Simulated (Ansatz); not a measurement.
Computed with DFT PBE, scalar-relativistic, plane waves, PAW in Ansatz. All cells share a 420 eV cutoff and Γ-centred k meshes spaced at most about 0.3 Å⁻¹ (about 0.25 or finer for metals, 2π included). No spin polarisation in the final relaxations.

All energies are static (0 K, no zero-point motion). Lower structures may exist.

Question: Which of these relaxed structures of Al₃Pd is the lowest in energy?
A.

```cif
data_structure
_symmetry_space_group_name_H-M 'Pm-3m'
_symmetry_Int_Tables_number 221
_cell_length_a 3.9616
_cell_length_b 3.9616
_cell_length_c 3.9616
_cell_angle_alpha 90.000
_cell_angle_beta 90.000
_cell_angle_gamma 90.000
_cell_volume 62.17
loop_
_atom_site_label
_atom_site_type_symbol
_atom_site_symmetry_multiplicity
_atom_site_Wyckoff_symbol
_atom_site_fract_x
_atom_site_fract_y
_atom_site_fract_z
_atom_site_occupancy
Al1 Al 3 c 0.00000 0.50000 0.50000 1
Pd1 Pd 1 a 0.00000 0.00000 0.00000 1
```

B.

```cif
data_structure
_symmetry_space_group_name_H-M 'Immm'
_symmetry_Int_Tables_number 71
_cell_length_a 2.8009
_cell_length_b 4.9316
_cell_length_c 10.2404
_cell_angle_alpha 90.000
_cell_angle_beta 90.000
_cell_angle_gamma 90.000
_cell_volume 141.45
loop_
_atom_site_label
_atom_site_type_symbol
_atom_site_symmetry_multiplicity
_atom_site_Wyckoff_symbol
_atom_site_fract_x
_atom_site_fract_y
_atom_site_fract_z
_atom_site_occupancy
Al1 Al 2 a 0.00000 0.00000 0.00000 1
Al2 Al 4 i 0.00000 0.00000 0.71334 1
Pd1 Pd 2 d 0.00000 0.50000 0.00000 1
```

C.

```cif
data_structure
_symmetry_space_group_name_H-M 'P-6m2'
_symmetry_Int_Tables_number 187
_cell_length_a 2.9238
_cell_length_b 2.9238
_cell_length_c 9.2987
_cell_angle_alpha 90.000
_cell_angle_beta 90.000
_cell_angle_gamma 120.000
_cell_volume 68.84
loop_
_atom_site_label
_atom_site_type_symbol
_atom_site_symmetry_multiplicity
_atom_site_Wyckoff_symbol
_atom_site_fract_x
_atom_site_fract_y
_atom_site_fract_z
_atom_site_occupancy
Al1 Al 1 e 0.66667 0.33333 0.00000 1
Al2 Al 2 i 0.66667 0.33333 0.71462 1
Pd1 Pd 1 b 0.00000 0.00000 0.50000 1
```

D.

```cif
data_structure
_symmetry_space_group_name_H-M 'R3m:H'
_symmetry_Int_Tables_number 160
_cell_length_a 2.9712
_cell_length_b 2.9712
_cell_length_c 25.0239
_cell_angle_alpha 90.000
_cell_angle_beta 90.000
_cell_angle_gamma 120.000
_cell_volume 191.31
loop_
_atom_site_label
_atom_site_type_symbol
_atom_site_symmetry_multiplicity
_atom_site_Wyckoff_symbol
_atom_site_fract_x
_atom_site_fract_y
_atom_site_fract_z
_atom_site_occupancy
Al1 Al 3 a 0.33333 0.66667 0.07618 1
Al2 Al 3 a 0.66667 0.33333 0.16514 1
Al3 Al 3 a 0.66667 0.33333 0.32162 1
Pd1 Pd 3 a 0.00000 0.00000 0.24364 1
```

Answer: D. It has space group R3m (No. 160); the next, A, with the Cu3Au (L1_2) type, space group Pm-3m (No. 221), lies 35 meV/atom higher. Counting all near atoms (those within 1.25 times the shortest distance at each site; a plus sign parts nearer from farther groups), the lowest has Al 12, Pd 6+6 and the next has Al 12, Pd 12.

The Pm-3m cell at 15.5 Å³/atom was relaxed from a Materials Project cell. Cells relaxed within their symmetry can be saddle points. The R3m cell of Al3Pd came from shaking the P-6m2 one. Some candidate types were left out of the draw beforehand, so a known form may be missing.
